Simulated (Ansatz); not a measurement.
Property card for Hf2Ti3N5

The calculation used Ansatz, DFT PBE, scalar-relativistic, plane waves, PAW.

Settings: cutoff 420 eV, Γ-centred mesh 12×12×12 on the computed 10-atom cell, Gaussian smearing of 0.10 eV; no spin polarisation.

The structure is relaxed at this level of theory with its symmetry kept, and needn't be the ground state of this composition.

```cif
data_structure
_symmetry_space_group_name_H-M 'R-3m:H'
_symmetry_Int_Tables_number 166
_cell_length_a 3.1101
_cell_length_b 3.1101
_cell_length_c 37.6500
_cell_angle_alpha 90.000
_cell_angle_beta 90.000
_cell_angle_gamma 120.000
_cell_volume 315.39
loop_
_atom_site_label
_atom_site_type_symbol
_atom_site_symmetry_multiplicity
_atom_site_Wyckoff_symbol
_atom_site_fract_x
_atom_site_fract_y
_atom_site_fract_z
_atom_site_occupancy
Hf1 Hf 6 c 0.33333 0.66667 0.76605 1
Ti1 Ti 6 c 0.00000 0.00000 0.69759 1
Ti2 Ti 3 b 0.66667 0.33333 0.83333 1
N1 N 6 c 0.66667 0.33333 0.73094 1
N2 N 3 a 0.00000 0.00000 0.00000 1
N3 N 6 c 0.33333 0.66667 0.86580 1
```

```json
{
 "Space group": "R-3m (No. 166)",
 "Volume per atom": "10.51 Å³",
 "Formation energy from the elements' standard states (uncorrected)": "-1.666 eV/atom",
 "Kohn–Sham band gap": "none (metal)",
 "Density of states at the Fermi level": "4.4 states/eV per cell",
 "Orbital (Löwdin) character within 0.5 eV of the Fermi level": "Ti 3d 65 %, Hf 5d 18 %, N 2p 15 %",
 "Bader charge by site (e)": "Hf (2 in the cell) 2.01, Ti (2 in the cell) 1.72, Ti (1 in the cell) 1.69, N (2 in the cell) -1.83, N (1 in the cell) -1.78, N (2 in the cell) -1.85"
}
```

Spin-orbit coupling is left out, which matters for the bands of heavy elements.

The cell was found from a structure generator's guess, not taken from experiment. Löwdin shares on free-atom orbitals overweight diffuse shells.
